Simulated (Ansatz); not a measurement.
PbS in space group Pnma (No. 62; Pb on 4c, S on 4c), r²SCAN+D4 (plane waves, PAW; program Ansatz). The conduction-band minimum lies on the Γ–Z line, 84 % of the way from Γ, with 2 equivalent valleys. Second derivatives d²E/dk² of the lowest band at one valley (eV·Å²), along Cartesian directions:

```
direction  d²E/dk²
---------  -------
[100]        9.241
[010]        41.15
[001]        36.74
[110]        25.20
[101]        22.98
[011]        38.83
```

Q: Find the principal effective masses, the density-of-states mass and the conductivity mass.

A: Off-diagonal terms follow from H_xy = H[110] − (H_xx + H_yy)/2, and m*/mₑ = 7.620 eV·Å² over each eigenvalue: 0.19, 0.21, 0.82. One valley's DOS mass (m₁m₂m₃)^(1/3) = 0.32, conductivity mass 3/(Σ 1/mᵢ) = 0.26 mₑ.

Q: What effective density of states Nc follows at 300 K for parabolic valleys?

A: Nc = 2.509e19 × 2 × (0.32)^(3/2) ≈ 9.1e18 cm⁻³.

The first step of the workflow began from a Materials Project structure, measured or hypothetical; the Crystallography Open Database copy checked does not list it. It is not the phase usual at ambient conditions (space group No. 225). The cell was relaxed with r²SCAN+D4 under the symmetry of its start; whether a distortion lowers the energy is not shown. Scalar-relativistic: spin–orbit coupling is off unless named, which matters more the heavier the elements.

Potentials: the later of the program's two PAW sets.

Edges and masses are those of Kohn–Sham bands, whose gap is no quasiparticle gap.
